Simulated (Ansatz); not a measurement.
# How SrTl (Pm-3m) stiffens under pressure

```xyz
2
Lattice="4.0180 0.0000 0.0000 0.0000 4.0180 0.0000 0.0000 0.0000 4.0180" Properties=species:S:1:pos:R:3 pbc="T T T"
Sr    0.0000    0.0000    0.0000
Tl    2.0090    2.0090    2.0090
```

This is the zero-pressure cell. At each pressure cell and atoms are relaxed in this structure, and the constants are slopes of the stress at strains of ±0.005 with relaxed ions (the coefficients that govern stability under load). Level: PBEsol, PAW on Ansatz 0.2.0's default frozen-core files (fitted under PBE), scalar-relativistic; k mesh 12×12×12, strains of ±0.005, Fermi-Dirac smearing of 0.080 eV, cutoff 420 eV. P is the pressure of the relaxed cell, less that of this one.

```csv
P (GPa),V/V₀,C11 (GPa),C12 (GPa),C44 (GPa)
0.00,1.0000,41.2,24.4,26.0
1.01,0.9692,46.9,28.6,29.2
2.03,0.9428,52.5,32.8,32.3
4.02,0.9009,62.9,40.8,37.9
6.98,0.8530,77.1,52.5,45.4
9.97,?,?,?,?
14.96,0.7675,110.1,83.2,62.3
```

Q: Does the bulk modulus from the constants agree with the pressure-volume curve?

A: A third-order Birch-Murnaghan fit to the volumes shown (F against f, f = [(V₀/V)^(2/3) − 1]/2) gives B₀ = 30.0 GPa and B′ = 4.8. Its −V dP/dV stands beside (C11 + 2C12)/3:

```csv
P (GPa),from P(V),from the constants
0.00,30.0,30.0
1.01,34.7,34.7
2.03,39.3,39.4
4.02,48.1,48.2
6.98,60.6,60.7
14.96,92.7,92.2
```

Q: What are the pressure derivatives at zero pressure?

A: Slopes at V₀ of quadratic fits in −ln(V/V₀) through the first four rows shown, divided by B₀: dC11/dP = 5.8, dC12/dP = 4.1, dC44/dP = 3.3. The mean slopes up to 2.0 GPa are 5.6, 4.1, 3.1; curvature and scatter of the constants part the two. The combination (dC11/dP + 2 dC12/dP)/3 = 4.7 stands against B′.

Q: Fill the row at 9.97 GPa.

A: Cubic fits in −ln(V/V₀) through all rows shown give C11 = 90.3, C12 = 64.2, C44 = 52.2 GPa. Computed: V/V₀ = 0.8155, C11 (GPa) = 90.2, C12 (GPa) = 64.1, C44 (GPa) = 52.1.

Q: Does a shear stiffness soften?

A: C44 goes from 26.0 to 62.3 GPa; (C11 − C12)/2 goes from 8.4 to 13.4 GPa. Neither ends more than 3 % under its start, and the lattice stays mechanically stable over this range.

Known limits: no other phase was computed; many crystals of this kind change structure within this range, and rows or crossings beyond such a change describe a metastable lattice; frozen-core PAW files fitted under PBE, their cores solved anew for the functional of the run; responses of metals move with mesh and smearing; no spin-orbit coupling on heavy atoms; phonons weren't checked at these pressures.
